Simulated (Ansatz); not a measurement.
A relaxed cell of HfSiO4 (I4₁/amd (No. 141)), relaxed on a k-mesh at least as fine as the one used below. Computed with PBE (plane waves to 420 eV, PAW, scalar-relativistic; Ansatz, a quantum-chemistry and plane-wave program). Γ-centred k-mesh 4×4×4 on the run's cell (coarser than for final values), Fermi–Dirac smearing 0.05 eV.

```
HfSiO4
1.0
   -3.32262     3.32262     3.00712
    3.32262    -3.32262     3.00712
    3.32262     3.32262    -3.00712
O Si Hf
8 2 2
Direct
  0.13473   0.31893   0.81580
  0.61527   0.93107   0.68420
  0.24687   0.93107   0.31580
  0.50313   0.31893   0.18420
  0.68107   0.86527   0.18420
  0.06893   0.75313   0.68420
  0.06893   0.38473   0.31580
  0.68107   0.49687   0.81580
  0.50000   0.50000   0.00000
  0.25000   0.75000   0.50000
  0.75000   0.25000   0.50000
  0.00000   0.00000   0.00000
```

The atoms are displaced by (Å):

```json
[
 {"atom": "O1", "ux": "-0.134", "uy": "0.071", "uz": "-0.097"},
 {"atom": "O2", "ux": "0.056", "uy": "0.050", "uz": "-0.072"},
 {"atom": "O3", "ux": "0.028", "uy": "0.076", "uz": "0.057"},
 {"atom": "O4", "ux": "-0.014", "uy": "0.097", "uz": "-0.032"},
 {"atom": "O5", "ux": "-0.067", "uy": "-0.099", "uz": "0.028"},
 {"atom": "O6", "ux": "-0.087", "uy": "0.027", "uz": "0.052"},
 {"atom": "O7", "ux": "0.009", "uy": "-0.064", "uz": "-0.147"},
 {"atom": "O8", "ux": "-0.124", "uy": "-0.023", "uz": "-0.029"},
 {"atom": "Si9", "ux": "-0.112", "uy": "0.115", "uz": "-0.144"},
 {"atom": "Si10", "ux": "0.039", "uy": "0.131", "uz": "-0.022"},
 {"atom": "Hf11", "ux": "-0.186", "uy": "0.025", "uz": "-0.045"},
 {"atom": "Hf12", "ux": "-0.045", "uy": "-0.022", "uz": "0.067"}
]
```

Q: What forces (eV/Å) and pressure result?

A: 
```tsv
atom	Fx	Fy	Fz
O1	0.36	0.14	0.61
O2	-0.97	2.13	2.06
O3	-0.77	0.28	-1.57
O4	0.34	0.04	-0.76
O5	-2.41	1.04	-2.72
O6	4.73	0.02	-3.74
O7	-0.14	0.76	3.03
O8	1.90	0.77	-0.88
Si9	-0.47	-2.93	6.57
Si10	-4.61	-4.11	1.28
Hf11	2.15	0.41	-0.52
Hf12	-0.12	1.47	-3.35
```

Pressure +5.4 GPa.

Q: Estimate the energy cost of the displacement in the harmonic approximation and compare with the calculation.

A: For a harmonic well ΔE = −½ Σ F·u = 2.100 eV a cell, or 175 meV/atom. The calculated energy relative to the undisplaced cell is +0.170 eV/atom, so the harmonic estimate holds well.

No spin polarisation in the result.

The run that gave the undisplaced cell could not lose the symmetry of its start; a randomly shaken copy of 12 atoms returns to this structure.

The first start was generated by placing the elements on the sites of a structure type. A measured structure of HfSiO4 has the same space group, I4₁/amd (No. 141); the sites were not compared with it.
